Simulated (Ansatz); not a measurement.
Level of theory: Ansatz 0.2.0, DFT PBE, scalar-relativistic, plane waves, PAW. Cutoff 420 eV, Γ-centred 12×12×6 mesh (5-atom cell), Gaussian smearing of 0.10 eV, no spin polarisation.

Energies over the elements count from the elements' standard structures at the same level (N₂ as a molecule), with no fitted energy shifts.

Q: Give a relaxed trial structure of a trigonal metal with formula Mg2SiN2, with a formation energy near −0.54 eV/atom and a density near 3.21 g/cm³, in a cell of 5 atoms.

A: Mg2SiN2, space group P-3m1 (No. 164). Mg has 3 N at 2.22 Å; Si is surrounded by 6 N at 1.96 Å; N has 3 Si at 1.96 Å and 3 Mg at 2.22 Å.

```
Mg Si N
1.0
     2.89363    0.00000    0.00000
    -1.44681    2.50596    0.00000
     0.00000    0.00000    7.46728
Mg Si N
2 1 2
Direct
  0.66667 0.33333 0.33115
  0.33333 0.66667 0.66885
  0.00000 0.00000 0.00000
  0.66667 0.33333 0.86368
  0.33333 0.66667 0.13632
```

| Property | Result |
| --- | --- |
| Volume per atom | 10.83 Å³ |
| Density | 3.21 g/cm³ |
| Formation energy | −0.54 eV/atom |
| Gap on the 12×12×6 mesh of the 5-atom cell | 0 eV (a metal) |

The cell was found from a structure generator's guess, not taken from experiment. The answer needn't be unique; the calculation gave this one.

A structure relaxed within its symmetry needn't be a true minimum.
